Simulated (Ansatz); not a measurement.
# ZnAg: energy along a strain

ZnAg, Pm-3m, a = 3.156 Å (as given, not relaxed at this level: -1.5 GPa). The structure is a COD entry; whether it is the stable form wasn't checked. Ansatz: r2SCAN, PAW, 500 eV, Γ-centred 16×16×16 mesh on 2 atoms, Gaussian smearing 0.15 eV; no spin polarisation. Cell vectors (Å): 3.156 0.000 0.000; 0.000 3.156 0.000; 0.000 0.000 3.156. The cell is strained by x per cent times the pattern (0 1 0 0 0 0) in the order xx yy zz yz xz xy (engineering shears), with fractional coordinates held. y is the free energy over the start, V0 = 15.717 Å³/atom.

| x (%) | y (meV/atom) |
| --- | --- |
| -4.00 | 2.76 |
| -3.00 | 0.22 |
| -2.00 | -0.99 |
| -1.00 | -1.01 |
| 0.00 | 0.00 |
| 1.00 | ? |
| 2.00 | 4.84 |
| 3.00 | 8.54 |
| 3.50 | 10.71 |
| 4.00 | 13.09 |

Problem. Fit y = c1 x + c2 x² + c3 x³ to the other rows, get the stiffness along the pattern, and predict the missing energy.

Solution. Least squares on the rows shown. y = 1.511 x + 0.4924 x² − 0.01383 x³. The clamped-ion stiffness p·C·p = 2 × 4.924 eV × 160.2 / 15.717 Å³ = 100 GPa, which is C22 in these axes (C11 of the cubic crystal) (second derivative at the start, which stands under stress). At x = 1.00 the fit asked for gives 1.99 meV/atom. The run gave 1.97 meV/atom, so the fit is 0.02 meV/atom too high, within the rms miss on the fitted rows (0.04 meV/atom).